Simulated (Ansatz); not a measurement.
Sr2RuO4, in the lowest of the structures calculated here: I4/mmm (No. 139), tI14; a = 3.8303 Å, b = 3.8303 Å, c = 12.6839 Å, α = 90.00°, β = 90.00°, γ = 90.00°; Sr 4e (0.000, 0.000, 0.353); Ru 2a (0.000, 0.000, 0.000); O 4e (0.000, 0.000, 0.163); O 4c (0.000, 0.500, 0.000). Method: PBEsol (plane waves to 420 eV, PAW, scalar-relativistic; Ansatz, a first-principles code). Element references, the lowest calculated here: Ru (P6₃/mmc), Sr (Fm-3m), O (C2/m, ferromagnetic, forced by one molecule a cell; α-O2 is antiferromagnetic); gases are represented by their molecular solids.

Give the formation energy of this I4/mmm form of Sr2RuO4 from the elements at the level PBEsol.

-2.19 eV/atom.

Is it stable against the other phases calculated?

Yes: the most favourable decomposition, Sr2RuO4 → 0.5 SrO + 0.5 Sr3Ru2O7 (SrO Fm-3m, Sr3Ru2O7 I4/mmm), costs 0.04 eV/atom.

This is the hull of the energies calculated here, no anion corrections; phases that were not calculated are missing from it. Values are rounded to 0.01 eV/atom. The compounds carry no spin polarisation. No Hubbard U is applied.
